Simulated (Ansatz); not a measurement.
# Zone-centre phonons of BiBrO: input and output

These are results of Ansatz, DFT LDA, scalar-relativistic, plane waves, PAW, not measurements.

Launched with:
```bash
ansatz run input.yaml --threads 2 --pin off --max-ram 6144MiB --backend cpu --events-out ev --progress --plain --runs-dir out
```

Input (bare energies are in eV):
```yaml
crystal:
  lattice:
    - [3.8828637203, 0.0, 0.0]
    - [0.0, 3.8828637203, 0.0]
    - [0.0, 0.0, 7.8859125154]
  atoms:
    - { symbol: Bi, position: [0.0, 0.5, 0.1575804512] }
    - { symbol: Bi, position: [0.5, 0.0, 0.8424195488] }
    - { symbol: Br, position: [0.0, 0.5, 0.6516935747] }
    - { symbol: Br, position: [0.5, 0.0, 0.3483064253] }
    - { symbol: O, position: [0.0, 0.0, 0.0] }
    - { symbol: O, position: [0.5, 0.5, 0.0] }
basis:
  ecutwfc: 420
kpoints:
  mp_grid: { grid: [8, 8, 4] }
hamiltonian:
  xc: lda
scf:
  occupations: { method: fixed }
output:
  eigenvalues: true
phonons:
  method: dfpt
  dielectric: true
  rigid_motions: translations
  raman: true
  eigenvectors: true
```

Results section of the output:
```
--- Phonons (Γ-DFPT): 6 representative perturbations + reference, on 90 of 256 k-points (Σ response iterations 18) ---
  k mesh reduced under 2 symmetry operations, with k and −k counted as one. Each operation leaves every solved perturbation unchanged. A smaller set is not considered because the run solves the response ...
  ASR residual: 1.155e-4 → 0.000e0 eV/Å²; symmetrization residual: 9.168e-6 eV/Å²
  ASR residual per site (eV/Å²): 8.12e-5 8.12e-5 1.15e-4 1.15e-4 7.02e-5 7.02e-5
  Γ frequencies (cm⁻¹): 0.00 0.00 0.00 73.08 73.08 73.12 73.12 97.69 97.69 101.27 113.89 163.67 284.89 284.89 386.92 435.96 435.96 460.90
  ε∞ (high-frequency dielectric tensor):
        7.700305    -0.000000    -0.000000
       -0.000000     7.700305    -0.000000
       -0.000000    -0.000000     5.853852
  ε⁰ (static dielectric tensor: ions relaxed, cell fixed):
       47.465557    -0.000000     0.000000
       -0.000000    47.465557     0.000000
        0.000000     0.000000    11.301846
  ε⁰ − ε∞ (ionic part):
       39.765253    -0.000000     0.000000
       -0.000000    39.765253     0.000000
        0.000000     0.000000     5.447994
  softest optical mode at Γ: 73.08 cm⁻¹; the repairs (sum rule, projections) moved no ω² at Γ by more than (2.00 cm⁻¹)²
  Born effective charges Z* (e; rows j = field, columns β = displacement):
    site 0:
         5.68344   -0.00000   -0.00000
        -0.00000    5.68344   -0.00000
        -0.00000    0.00000    3.59107
    site 1:
         5.68344   -0.00000   -0.00000
        -0.00000    5.68344   -0.00000
        -0.00000    0.00000    3.59107
    site 2:
        -2.14613    0.00000    0.00000
         0.00000   -2.14613    0.00000
         0.00000   -0.00000   -1.23011
    site 3:
        -2.14613    0.00000    0.00000
         0.00000   -2.14613    0.00000
         0.00000   -0.00000   -1.23011
    site 4:
        -3.53730   -0.00000    0.00000
        -0.00000   -3.53730    0.00000
         0.00000    0.00000   -2.36096
    site 5:
        -3.53730   -0.00000    0.00000
        -0.00000   -3.53730    0.00000
         0.00000    0.00000   -2.36096
  Z* charge neutrality: 1.488e-2 e pre-enforcement
  solved inside a basis spanned on kpoints, on 10×10×6 k-points transformed towards the longest dipole: ε∞ is read to err by 3.0e-2, Z* by 3.6e-2 e (field_mesh: kpoints solves on kpoints); Z* is corrected for ...
  Raman tensors (in the event stream and the table raman_tensors.tsv): an entry may err by 1.3e0 Å², one of the second-order susceptibility by 9.5e-19 pm/V (basis, points and sum rule); their sum over the sites missed zero by 2.220e-15 Å² ...
  optical modes at Γ without the LO–TO term, one row a degenerate level:
      ω (cm⁻¹) modes IR ((D/Å)²/amu) static Raman (Å⁴/amu) depolarisation
         73.08      2            18.8819                 0.0000               —
         73.12      2             0.0000                28.9033           0.750
         97.69      2             0.0000                 3.8347           0.750
        101.27      1             2.2684                 0.0000               —
        113.89      1             0.0000               204.8299           0.084
        163.67      1             0.0000                17.7429           0.558
        284.89      2            72.8744                 0.0000               —
        386.92      1             0.0000                28.2622           0.750
        435.96      2             0.0000                62.5241           0.750
        460.90      1            17.5286                 0.0000               —
  optical modes at Γ + LO–TO along q̂ = [1.0000, 0.0000, 0.0000]:
      ω (cm⁻¹) modes IR ((D/Å)²/amu) static Raman (Å⁴/amu) depolarisation
         73.08      1             9.4409                 0.0000               —
         73.12      2             0.0000                28.9033           0.750
         97.69      2             0.0000                 3.8347           0.750
        101.27      1             2.2684                 0.0000               —
        113.89      1             0.0000               204.8299           0.084
        122.38      1             1.6750                 0.0000               —
        163.67      1             0.0000                17.7429           0.558
        284.89      1            36.4372                 0.0000               —
        386.92      1             0.0000                28.2622           0.750
        422.38      1            44.2032                 0.0000               —
        435.96      2             0.0000                62.5241           0.750
        460.90      1            17.5286                 0.0000               —
  optical modes at Γ + LO–TO along q̂ = [0.0000, 1.0000, 0.0000]:
      ω (cm⁻¹) modes IR ((D/Å)²/amu) static Raman (Å⁴/amu) depolarisation
         73.08      1             9.4409                 0.0000               —
         73.12      2             0.0000                28.9033           0.750
         97.69      2             0.0000                 3.8347           0.750
        101.27      1             2.2684                 0.0000               —
        113.89      1             0.0000               204.8299           0.084
        122.38      1             1.6750                 0.0000               —
        163.67      1             0.0000                17.7429           0.558
        284.89      1            36.4372                 0.0000               —
        386.92      1             0.0000                28.2622           0.750
        422.38      1            44.2032                 0.0000               —
        435.96      2             0.0000                62.5241           0.750
        460.90      1            17.5286                 0.0000               —
  optical modes at Γ + LO–TO along q̂ = [0.0000, 0.0000, 1.0000]:
      ω (cm⁻¹) modes IR ((D/Å)²/amu) static Raman (Å⁴/amu) depolarisation
         73.08      2            18.8819                 0.0000               —
         73.12      2             0.0000                28.9033           0.750
         97.69      2             0.0000                 3.8347           0.750
        113.89      1             0.0000               204.8299           0.084
        125.37      1             1.3913                 0.0000               —
        163.67      1             0.0000                17.7429           0.558
        284.89      2            72.8744                 0.0000               —
        386.92      1             0.0000                28.2622           0.750
        435.96      2             0.0000                62.5241           0.750
        517.33      1            18.4056                 0.0000               —
```

The run took 13 min on 2 threads of Arm Neoverse V1 (shared host), peak memory 1.8 GiB.

Spin–orbit coupling is left out, which matters for heavy elements.